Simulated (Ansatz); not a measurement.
Here is the system:

ScNi3N (anti-perovskite, Pm-3m), a = 3.871 Å, b = 3.871 Å, c = 3.871 Å, α = 90.00°, β = 90.00°, γ = 90.00°.

This is the PBE-relaxed structure.

**Question.** All from PBE in the plane-wave PAW code Ansatz, unless another level is named. Predict the electronic character.

**Answer.** metallic (no gap).

**Question.** Give the density of states at the Fermi level.

**Answer.** 0.46 states/eV per atom (mean over ±0.08 eV).

**Question.** What about the formation energy from the elements (no fitted shifts)?

**Answer.** -287 meV/atom.

The start of the workflow was typed in or built on a structure type; neither database checked (COD, Materials Project) lists it. Whether it is the stable phase at ambient conditions was not checked. Symmetry was held in the PBE relaxation; its stability against distortions is not shown here. The workflow began spin-polarised and lost its moments. The references are the lowest solids computed at this level, not always the standard phases (solids in place of the gases).

Potentials: the earlier of the program's two PAW sets.
